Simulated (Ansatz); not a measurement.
Data:

InPd:
```cif
data_InPd
_chemical_formula_sum 'In1 Pd1'
_space_group_name_H-M_alt 'Pm-3m'
_space_group_IT_number 221
_space_group_name_Hall '-P 4 2 3'
_cell_length_a 3.21452
_cell_length_b 3.21452
_cell_length_c 3.21452
_cell_angle_alpha 90.000
_cell_angle_beta 90.000
_cell_angle_gamma 90.000
loop_
_atom_site_label
_atom_site_type_symbol
_atom_site_symmetry_multiplicity
_atom_site_Wyckoff_symbol
_atom_site_fract_x
_atom_site_fract_y
_atom_site_fract_z
_atom_site_occupancy
In1 In 1 a 0.00000 0.00000 0.00000 1
Pd1 Pd 1 b 0.50000 0.50000 0.50000 1
```

This is the LDA-relaxed structure.

Q: All from DFT-LDA in the program Ansatz with PAW potentials, unless another level is named. Give the Poisson's ratio.

A: 0.39.

Q: What about the elastic constants (relaxed ions, GPa)?

A: C11 = 171, C12 = 140, C44 = 59.7.

Q: And the highest zone-centre frequency?

A: 150 cm⁻¹.

Symmetry was held in the LDA relaxation; of distortions, only those at the zone centre were tested. The run is not spin-polarised. As this level gives no gap, shear constants depend on the k-mesh and smearing (Fermi–Dirac, 0.1 eV here). As this level gives no gap, phonon frequencies hold no LO–TO term and depend on the k-mesh and smearing (Fermi–Dirac, 0.1 eV here).

Potentials: the later of the program's two PAW sets.
